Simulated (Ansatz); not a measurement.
GaCo, in the lowest of the structures calculated here: Pm-3m (No. 221), cP2, CsCl type; a = b = c = 2.840 Å, α = β = γ = 90.00°; Ga 1b (0.500, 0.500, 0.500); Co 1a (0.000, 0.000, 0.000). The numbers are results of PBEsol (plane waves to 420 eV, PAW, scalar-relativistic; Ansatz, an electronic-structure program), not measurements. Element references, the lowest calculated here: Co (P6₃/mmc, ferromagnetic), Ga (Cmce).

Q: What is the computed formation energy of this Pm-3m form of GaCo from the elements (PBEsol)?

A: -0.33 eV/atom.

Q: Is it stable against the other phases calculated?

A: Yes: the most favourable decomposition, GaCo → 0.67 Co + 0.33 Ga3Co (Ga3Co P4₂/mnm, Co P6₃/mmc), costs 0.13 eV/atom.

Q: Over what range of chemical potentials is GaCo stable among the phases calculated here? Give the corners of its window as Δμ = μ − μ(element).

A: 
```json
[
 {"in equilibrium with": "Co", "Δμ(Co) (eV)": "0.00", "Δμ(Ga) (eV)": "-0.66"},
 {"in equilibrium with": "Ga3Co", "Δμ(Co) (eV)": "-0.39", "Δμ(Ga) (eV)": "-0.27"}
]
```

At every corner Σ nΔμ equals the formation energy, about -0.7 eV per formula unit; the corners carry the error of several atoms' energies, a few 0.01 eV.

Hull of the energies calculated here, no anion corrections, zero temperature, no zero-point energy; an uncalculated phase could lie lower. Values are rounded to 0.01 eV/atom. The compounds carry no spin polarisation. A magnetic state may lie lower.
